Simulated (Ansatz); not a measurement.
Starting structure of a cell relaxation (symmetry kept):

```
Si W
1.0
    -1.60690    1.60690    3.91495
     1.60690   -1.60690    3.91495
     1.60690    1.60690   -3.91495
Si W
2 1
Direct
  0.33470 0.33470 0.00000
  0.66530 0.66530 0.00000
  0.00000 0.00000 0.00000
```

The calculation used DFT r2SCAN, scalar-relativistic, plane waves, PAW in Ansatz.

Plane waves to 500 eV, a k mesh through Γ of 18×18×18 on the computed 3-atom cell and Gaussian smearing (0.10 eV); no spin polarisation.

Question: What does it relax to?

Answer: The volume falls by 0.06 Å³/atom to 13.41 Å³/atom, and the energy falls by 0.3 meV/atom. Final structure:
```
Si W
1.0
    -1.60564    1.60564    3.90240
     1.60564   -1.60564    3.90240
     1.60564    1.60564   -3.90240
Si W
2 1
Direct
  0.33482 0.33482 0.00000
  0.66518 0.66518 0.00000
  0.00000 0.00000 0.00000
```

Course of the relaxation (steps run on the plane waves of an earlier cell, and the basis is chosen afresh near the end, so energy and pressure can step there; trial steps that raised the energy were taken back; energies are free energies):

```csv
step,E − E_final (meV/atom),largest force component (eV/Å),P (GPa),V (Å³/atom)
1,0.3,0.037,-1.21,13.48
2,0.0,0.011,0.45,13.39
3,0.0,0.001,0.00,13.41
4,0.0,0.001,0.00,13.41
```

Spin–orbit coupling is left out, which can shift energies with elements as heavy as these.